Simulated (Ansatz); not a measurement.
Relaxed-ion elastic tensor of CuPd in space group R-3m (No. 166; Cu on 3a, Pd on 3b) in GPa (Voigt order), PBEsol (plane waves, PAW; program Ansatz); density 10.76 g/cm³, 13.11 Å³ per atom.

```
  295    131    127  -28.9    0.0    0.0
  131    295    127   28.9    0.0    0.0
  127    127    313    0.0    0.0    0.0
-28.9   28.9    0.0   60.1    0.0    0.0
  0.0    0.0    0.0    0.0   60.1  -28.9
  0.0    0.0    0.0    0.0  -28.9   82.0
```

Task: Is the crystal mechanically stable?

Result: Yes: the smallest eigenvalue of C is 40.1 GPa.

Task: Work out the Voigt, Reuss and Hill averages.

Result: K_V = 186, K_R = 185, K_H = 186; G_V = 75.0, G_R = 62.1, G_H = 68.6 GPa.

Task: Give Young's modulus, Poisson's ratio, Pugh's ratio and the universal anisotropy index.

Result: E = 9KG/(3K + G) = 183 GPa; ν = 0.34; K/G = 2.71 (ductile by the Pugh limit of 1.75); A_U = 5G_V/G_R + K_V/K_R − 6 = 1.04.

Task: Estimate the sound speeds and the Debye temperature.

Result: v_l = √((K + 4G/3)/ρ) = 5070 m/s, v_t = √(G/ρ) = 2520 m/s, mean 2830 m/s; Θ = (h/k)(3n/4πV)^(1/3) v_m = 358 K.

Task: How much does each axis shrink under pressure?

Result: Linear compressibilities β_i = Σ_j S_ij (j = 1 to 3): x 1.8, y 1.8, z 1.7 per TPa.

The workflow started from a Materials Project entry (that database holds measured and hypothetical structures alike); the Crystallography Open Database copy checked does not list it. COD files the formula under space group No. 221. With Cu and Pd taken as one species the cell has the higher symmetry Fm-3m, so it may be an ordered model of a mixed-site phase. Its standing as an ambient phase is unchecked. The cell was relaxed with PBEsol under the symmetry of its start; its stability against distortions is not shown here. The run is not spin-polarised. As this level gives no gap, shear constants depend on the k-mesh and smearing (Fermi–Dirac, 0.1 eV here).

Potentials: the later of the program's two PAW sets.
